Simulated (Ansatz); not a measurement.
## Relaxing a structure of Al

The start is a relaxed Al cell displaced along its unstable phonon at q = (½, 0, 0) of its primitive reciprocal cell (113i cm⁻¹), largest move 0.15 Å. The cell and all atomic positions are relaxed at zero pressure with r2SCAN (plane waves to 500 eV, PAW, scalar-relativistic; Ansatz, a program for electronic structure). The first steps use a coarse 7×14×14 k-mesh.

The start:
```
Al
1.0
   -3.18740     3.18740     3.18740
    1.59370    -1.59370     1.59370
    1.59370     1.59370    -1.59370
Al
2
Direct
  0.00000   0.96672   0.03328
  0.50000   0.03328   0.96672
```

**Question.** By how much does the energy per atom fall from start to end?

**Answer.** 0.06 eV/atom.

**Question.** How does the volume per atom move from start to end?

**Answer.** -1.2 %, from 16.19 to 16.00 Å³/atom.

**Question.** Is the parent structure recovered?

**Answer.** It does not go back: it reaches P6₃/mmc (No. 194), hcp (Mg type), 0.07 eV/atom below the parent.

**Question.** How do the shortest distances between atoms change?

**Answer.** The closest pairs of elements (up to four, under 3.6 Å), start → end: Al–Al 2.76 → 2.82 Å.

**Question.** What does it relax into? Give the structure.

**Answer.** 
```cif
data_Al2
_chemical_formula_sum 'Al2'
_space_group_name_H-M_alt 'P63/mmc'
_space_group_IT_number 194
_space_group_name_Hall '-P 6c 2c'
_cell_length_a 2.81676
_cell_length_b 2.81676
_cell_length_c 4.65597
_cell_angle_alpha 90.000
_cell_angle_beta 90.000
_cell_angle_gamma 120.000
loop_
_atom_site_label
_atom_site_type_symbol
_atom_site_symmetry_multiplicity
_atom_site_Wyckoff_symbol
_atom_site_fract_x
_atom_site_fract_y
_atom_site_fract_z
_atom_site_occupancy
Al1 Al 2 c 0.33333 0.66667 0.25000 1
```

Final values are on a 19×19×10 k-mesh of the relaxed cell. No spin polarisation in the result.

The run could not lose the symmetry of its start: the end is stationary, and may be a saddle point rather than a minimum.

The relaxed structure here is a generated cell of Al: the first start was made by placing the elements on the sites of a structure type, and the end was not matched to a known phase here, so it may be hypothetical. Known forms of Al include space group No. 225.
